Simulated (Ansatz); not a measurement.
SiNF:
```
CELL_PARAMETERS angstrom
      0.15788     0.10243    -5.37919
      1.63134    -4.68902     0.00000
     -4.80914     0.00000     0.00000
ATOMIC_POSITIONS crystal
  Si 0.77873 0.45029 0.48675
  Si 0.33189 0.56156 0.84810
  Si 0.54925 0.02926 0.65548
  N  0.76841 0.12179 0.47774
  F  0.05438 0.61629 0.67622
  N  0.33682 0.23429 0.84525
  F  0.84006 0.50294 0.18921
  F  0.28629 0.79700 0.15615
  N  0.55416 0.68658 0.66509
```

Relaxed with r²SCAN. Special points in fractions of this cell's reciprocal vectors: Γ (0.000, 0.000, 0.000); X (0.500, 0.000, 0.000); Y (0.000, 0.500, 0.000); Z (0.000, 0.000, 0.500); R2 (-0.500, -0.500, 0.500); T2 (0.000, -0.500, 0.500); U2 (-0.500, 0.000, 0.500); V2 (0.500, -0.500, 0.000).

Task: List the band energies nearest the valence-band maximum at these points for r²SCAN (plane waves, PAW; program Ansatz).

Result: In eV from the valence-band maximum; about four levels below and three above (degenerate sets whole), none deeper than 8.9 eV; points with the same levels are listed once.

```csv
k,below,above
Γ,-1.35 -0.76 -0.68 -0.20,4.31 5.62 7.23
X,-1.29 -0.93 -0.46 -0.29,5.47 5.78 7.27
Y,-1.86 -1.28 -0.57 -0.02,5.88 6.46 6.58
Z,-1.37 -0.73 -0.57 -0.24,5.93 6.23 7.05
R2,-1.84 -1.66 -0.12 -0.04,6.48 6.92 7.42
T2,-1.86 -1.51 -0.36 -0.06,6.02 6.96 7.06
U2,-1.40 -0.88 -0.38 -0.04,5.77 7.00 7.99
V2,-1.77 -1.52 -0.29 -0.17,6.16 6.80 7.34
```

Space group P1. The start of the workflow was typed in or built on a structure type; neither database checked (COD, Materials Project) lists it. Its standing as an ambient phase is unchecked. The cell was relaxed with r²SCAN; its stability against distortions is not shown here.

Potentials: the earlier of the program's two PAW sets. The files were generated under PBE; for other functionals the program regenerates the frozen cores, and for LDA and PBEsol the local potential too.
